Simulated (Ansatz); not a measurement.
Values for one crystal, relaxed and computed with plane-wave PAW LDA (Ansatz code); other levels are named.

| Item | Result |
|---|---|
| Volume per atom | 12.26 Å³ |
| Band gap | 1.85 eV (indirect) |
| Largest static χ(2) component | 36 pm/V |
| Zone-centre stability | unstable, softest mode 96i cm⁻¹ |
| Electron effective mass | 0.38, 0.38, 7.1 mₑ (principal values) |
| Valence-band maximum | at A |
| Hole effective mass | 0.78, 0.78, 21 mₑ (principal values) |

Q: Which of these materials gives this?
(A) BaF2, fluorite
(B) La2O3, La2O3 or Ni2Al3 type
(C) MgO, P6_3/mmc (Mg on 2c, O on 2d)
(D) BaTiO3, P4mm (Ba on 1b, Ti on 1a, O on 2c, O on 1a)

A: D, BaTiO3, P4mm (Ba on 1b, Ti on 1a, O on 2c, O on 1a)

Symmetry was held in the LDA relaxation. No spin polarisation was allowed. Spin–orbit coupling is left out wherever it is not named.

Potentials: the earlier of the program's two PAW sets. The files were generated under PBE; for other functionals the program regenerates the frozen cores, and for LDA and PBEsol the local potential too.
